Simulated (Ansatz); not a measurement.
Formation energies in the Mo–Si system, lowest calculated structure of each composition. These are PBEsol (plane waves to 420 eV, PAW, scalar-relativistic; Ansatz, a program for electronic structure) values and carry that method's errors. Element references, the lowest calculated here: Mo (Im-3m), Si (Fd-3m).

| phase | x(Si) | space group | E_f (eV/atom) |
|---|---|---|---|
| Mo | 0.000 | Im-3m | 0.00 |
| Si3Mo5 | 0.375 | I4/mcm | -0.46 |
| SiMo | 0.500 | P6₃/mmc | -0.17 |
| Si2Mo | 0.667 | I4/mmm | -0.60 |
| Si | 1.000 | Fd-3m | 0.00 |

Question: Construct the convex hull: which compounds lie on it, and how far above it are the others?

Answer: For SiMo a lower structure may exist, so the energies are upper bounds and are not judged. On the hull: Si2Mo, Si3Mo5. SiMo 0.35 eV/atom above.

Question: Work out the energy of Si2Mo against the hull of the other phases.

Answer: At x(Si) = 0.667 the tie line joins Si3Mo5 and Si; the lever rule gives atom fractions 0.53 and 0.47. The mixture has E_f = 0.53 × (-0.46) + 0.47 × (0.00) = -0.24 eV/atom, and Si2Mo has -0.60. So Si2Mo → 0.2 Si3Mo5 + 1.4 Si costs 0.36 eV/atom: Si2Mo is stable against it.

This is the hull of the energies calculated here, no anion corrections; phases that were not calculated are missing from it. Values are rounded to 0.01 eV/atom. Not shown to be the ambient phase of their composition (a lower form may be missing, and a cell relaxed within its start's symmetry can be a saddle point): SiMo (P6₃/mmc). The compounds carry no spin polarisation.
